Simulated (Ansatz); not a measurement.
**How much do the gradients of Mg depend on the method?**

Cell: an entry of the Crystallography Open Database (COD), whose atoms a relaxation with PBE at fixed cell left in place.

```
CELL_PARAMETERS angstrom
3.20930 0.00000 0.00000
-1.60465 2.77934 0.00000
0.00000 0.00000 5.21030
ATOMIC_POSITIONS crystal
Mg 0.33333 0.66667 0.25000
Mg 0.66667 0.33333 0.75000
```

Sites (sets of like atoms) are named by element and the number of their first atom in this list.

First run. Method: Kohn–Sham DFT in Ansatz, PBE, plane waves and PAW, scalar-relativistic, 420 eV cutoff, Γ-centred 12×12×7 k-points, Fermi–Dirac smearing 0.05 eV.

```tsv
site	atom	V_zz (10²¹ V/m²)	η
Mg	1	0.12	0.00
```

Second run. The same atoms and settings, except that the functional is r2SCAN and the cutoff is 500 eV.

(1) Given the first result, estimate the second.

Results:

(1) 

| site | atom | V_zz | η | change of V_zz |
| --- | --- | --- | --- | --- |
| Mg | 1 | 0.096 | 0.00 | -0.03 |

No V_zz moves by more than 0.03.

With no gap above 0.1 eV, as in a metal, the gradients converge slowly in k; expect changes of a tenth or more on a denser mesh.
